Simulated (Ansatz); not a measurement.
Input:

In$_{7}$Pd$_{3}$:
```yaml
crystal:
  lattice:
    - [-4.74936, 4.74936, 4.74936]
    - [4.74936, -4.74936, 4.74936]
    - [4.74936, 4.74936, -4.74936]
  atoms:
    - { symbol: In, position: [0.25000, 0.75000, 0.50000] }
    - { symbol: In, position: [0.75000, 0.25000, 0.50000] }
    - { symbol: In, position: [0.50000, 0.25000, 0.75000] }
    - { symbol: In, position: [0.50000, 0.75000, 0.25000] }
    - { symbol: In, position: [0.75000, 0.50000, 0.25000] }
    - { symbol: In, position: [0.25000, 0.50000, 0.75000] }
    - { symbol: In, position: [0.00000, 0.00000, 0.32423] }
    - { symbol: In, position: [0.00000, 0.00000, 0.67577] }
    - { symbol: In, position: [0.00000, 0.67577, 0.00000] }
    - { symbol: In, position: [0.00000, 0.32423, 0.00000] }
    - { symbol: In, position: [0.67577, 0.67577, 0.67577] }
    - { symbol: In, position: [0.32423, 0.32423, 0.32423] }
    - { symbol: In, position: [0.67577, 0.00000, 0.00000] }
    - { symbol: In, position: [0.32423, 0.00000, 0.00000] }
    - { symbol: Pd, position: [0.65202, 0.65202, 0.00000] }
    - { symbol: Pd, position: [0.34798, 0.34798, 0.00000] }
    - { symbol: Pd, position: [0.00000, 0.65202, 0.65202] }
    - { symbol: Pd, position: [0.00000, 0.34798, 0.34798] }
    - { symbol: Pd, position: [0.65202, 0.00000, 0.65202] }
    - { symbol: Pd, position: [0.34798, 0.00000, 0.34798] }
```

This is the r²SCAN-relaxed structure.

### Question
All from plane-wave PAW r²SCAN (Ansatz code), unless another level is named. Give the formation energy from the elements (no fitted shifts).

### Answer
-0.46 eV/atom.

### Question
And the density of states at the Fermi level?

### Answer
0.21 states/eV per atom (mean over ±0.08 eV).

Space group Im-3m. The workflow started from a Materials Project entry (that database holds measured and hypothetical structures alike); the Crystallography Open Database copy checked does not list it. Whether it is the stable phase at ambient conditions was not checked. The cell was relaxed with r²SCAN under the symmetry of its start; its stability against distortions is not shown here. No spin polarisation was allowed. The references are the lowest solids computed at this level, not always the standard phases. Spin–orbit coupling is left out wherever it is not named.

Potentials: the later of the program's two PAW sets.
